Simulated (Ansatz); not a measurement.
PtC:
```
PtC
1.0
    0.00000     2.35920     2.35920
    2.35920     0.00000     2.35920
    2.35920     2.35920     0.00000
Pt C
1 1
Direct
  0.00000   0.00000   0.00000
  0.25000   0.25000   0.25000
```

Relaxed with PBE. Special points in fractions of this cell's reciprocal vectors: Γ (0.000, 0.000, 0.000); X (0.500, 0.000, 0.500); U (0.625, 0.250, 0.625); K (0.375, 0.375, 0.750); L (0.500, 0.500, 0.500); W (0.500, 0.250, 0.750).

**Question.** List the band energies nearest the Fermi level at these points for PBE in the plane-wave PAW code Ansatz.

**Answer.** In eV from the Fermi level; about four levels below and three above (degenerate sets whole), none deeper than 8.9 eV; … stands for higher levels left out; points with the same levels are listed once.

| k | below | above |
|---|---|---|
| Γ | -7.27 -7.27 -7.27 -3.89 -3.89 | 2.79 … |
| X | -3.10 -1.78 -0.56 -0.56 | … |
| U | -4.65 -3.57 -1.81 -0.21 | 0.78 … |
| L | -6.47 -3.43 -3.43 -2.50 | 2.35 2.35 … |
| W | -3.82 -2.91 -2.56 -0.86 | 1.14 … |

Space group F-43m (zinc blende). The start of the workflow was typed in or built on a structure type; neither database checked (COD, Materials Project) lists it. Whether it is the stable phase at ambient conditions was not checked. The cell was relaxed with PBE under the symmetry of its start; its stability against distortions is not shown here. The run is not spin-polarised. Its formation energy is positive at this level, so the cell may be metastable or incomplete. Scalar-relativistic: spin–orbit coupling is off unless named, which matters more the heavier the elements.

Potentials: the later of the program's two PAW sets.
